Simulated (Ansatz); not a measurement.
A geometry of Si2Mo away from equilibrium: step 2 of the relaxation of a relaxed Si2Mo cell, doubled along one cell vector, shaken by Gaussian noise of σ = 0.08 Å a coordinate. Calculation: r2SCAN (plane waves to 500 eV, PAW, scalar-relativistic; Ansatz, an electronic-structure program). Γ-centred k-mesh 5×3×5 on the run's cell (coarser than for final values), Fermi–Dirac smearing 0.05 eV. The plane waves were selected for a different cell earlier on the path.

```xyz
12
Lattice="5.3611 0.0694 -0.0765 0.1388 10.6604 0.0446 -0.0765 0.0223 5.3349" Properties=species:S:1:pos:R:3 pbc="T T T"
Si     4.0030     3.9531     3.9472
Si     3.9899     9.3199     4.1016
Si     3.9761     1.5022     1.2518
Si     4.0158     6.7266     1.1747
Si     1.3386     3.9979     1.3193
Si     1.4798     9.4270     1.4437
Si     1.1954     1.3397     3.9975
Si     1.4464     6.6172     3.9823
Mo    -0.0784     0.0103     0.0330
Mo     0.0574     5.3342    -0.0627
Mo     2.5617     2.6908     2.6266
Mo     2.7567     7.9902     2.6529
```

What forces act on the atoms (eV/Å)?


```csv
atom,Fx,Fy,Fz
Si1,0.20,0.13,0.02
Si2,-0.07,-0.06,0.03
Si3,0.18,0.01,-0.26
Si4,0.12,-0.06,-0.28
Si5,-0.76,0.90,-0.85
Si6,-0.39,0.57,-0.25
Si7,-0.05,0.06,-0.12
Si8,0.00,-0.10,-0.03
Mo9,0.09,0.09,0.01
Mo10,-0.37,-0.03,-0.26
Mo11,0.58,-1.15,1.50
Mo12,0.46,-0.36,0.47
```

The path ends in P1 (No. 1). No spin polarisation in the result.

The end of the path is a generated cell of Si2Mo: the first start was made by placing the elements on the sites of a structure type, and the end was not matched to a known phase here, so it may be hypothetical. Known forms of Si2Mo include space group No. 139.
